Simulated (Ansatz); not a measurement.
The start is a generated trial cell of AlNi in the AFLOW prototype AB_hP8_186_ab_ab (B5, as in SiC). Cell shape, volume and atoms are optimised at zero target pressure with r2SCAN (plane waves to 500 eV, PAW, scalar-relativistic; Ansatz, a first-principles code). The first steps use a coarse 11×11×3 k-mesh.

Starting cell:
```
CELL_PARAMETERS angstrom
      3.27402     0.00000     0.00000
     -1.63701     2.83539     0.00000
      0.00000     0.00000    10.71831
ATOMIC_POSITIONS crystal
  Ni 0.00000 0.00000 0.00000
  Ni 0.00000 0.00000 0.50000
  Ni 0.66667 0.33333 0.75018
  Ni 0.33333 0.66667 0.25018
  Al 0.00000 0.00000 0.81216
  Al 0.00000 0.00000 0.31216
  Al 0.66667 0.33333 0.56329
  Al 0.33333 0.66667 0.06329
```
Spin-polarised start, with parallel moments on Ni.

Question: What pressure does the first self-consistent step give?

Answer: +65.5 GPa (positive: the cell is compressed).

Question: What is the largest force in the starting geometry, and on which atom (counted from 1)?

Answer: 0.13 eV/Å, on Ni3, Ni4 (atoms numbered as listed).

Question: How much energy is released per atom?

Answer: 1.67 eV/atom.

Question: How does the volume per atom move from start to end?

Answer: +17.3 %, from 12.44 to 14.59 Å³/atom.

Question: How do the shortest distances between atoms change?

Answer: The closest pairs of elements (up to four, under 3.6 Å), start → end: Al–Ni 2.00 → 2.27 Å; Ni–Ni 3.27 → 2.46 Å; Al–Al 3.27 → 2.76 Å.

Question: What magnetic moments remain?

Answer: Zero (the starting moments vanished).

Question: What does it relax into? Give the structure.

Answer: 
Space group P6₃mc (No. 186); a = b = 3.8462 Å, c = 9.1121 Å, α = β = 90.00°, γ = 120.00°

```tsv
atom	site	symmetry	x	y	z
Ni	2a	3m.	0.0000	0.0000	0.0200
Ni	2b	3m.	0.3333	0.6667	0.1370
Al	2a	3m.	0.0000	0.0000	0.2687
Al	2b	3m.	0.3333	0.6667	0.4486
```

The space group stays P6₃mc (No. 186) (the run could not lower it), with 8 atoms in the primitive cell. Final values are on a 14×14×5 k-mesh of the relaxed cell. No spin polarisation in the result: the starting moments vanished. A magnetic state may lie lower.

The run could not lose the symmetry of its start, so the end can be a saddle point.

The relaxed structure here is a generated cell of AlNi: the first start was made by placing the elements on the sites of a structure type, and the end was not matched to a known phase here, so it may be hypothetical. Known forms of AlNi include space group No. 221.
